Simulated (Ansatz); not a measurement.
Na₂CO₃ in space group C2/m (No. 12; Pearson symbol mS24), r²SCAN (plane waves, PAW; program Ansatz). The conduction-band minimum lies at Γ, with 1 equivalent valley. Second derivatives d²E/dk² of the lowest band at one valley (eV·Å²), along Cartesian directions:

```json
[
 {"direction": "[100]", "d²E/dk²": "12.61"},
 {"direction": "[010]", "d²E/dk²": "12.34"},
 {"direction": "[001]", "d²E/dk²": "12.52"},
 {"direction": "[110]", "d²E/dk²": "12.48"},
 {"direction": "[101]", "d²E/dk²": "13.24"},
 {"direction": "[011]", "d²E/dk²": "12.43"}
]
```

Question: Find the principal effective masses, the density-of-states mass and the conductivity mass.

Answer: Off-diagonal terms follow from H_xy = H[110] − (H_xx + H_yy)/2, and m*/mₑ = 7.620 eV·Å² over each eigenvalue: 0.58, 0.62, 0.64. One valley's DOS mass (m₁m₂m₃)^(1/3) = 0.61, conductivity mass 3/(Σ 1/mᵢ) = 0.61 mₑ.

Question: What effective density of states Nc follows at 300 K for parabolic valleys?

Answer: Nc = 2.509e19 × 1 × (0.61)^(3/2) ≈ 1.2e19 cm⁻³.

The first step of the workflow began from a Materials Project structure, measured or hypothetical; the Crystallography Open Database files this formula in space group No. 12, but the cells were not matched. Whether it is the stable phase at ambient conditions was not checked. The cell was relaxed with r²SCAN under the symmetry of its start; its stability against distortions is not shown here.

Potentials: the later of the program's two PAW sets.

Edges and masses are those of Kohn–Sham bands, whose gap is no quasiparticle gap.
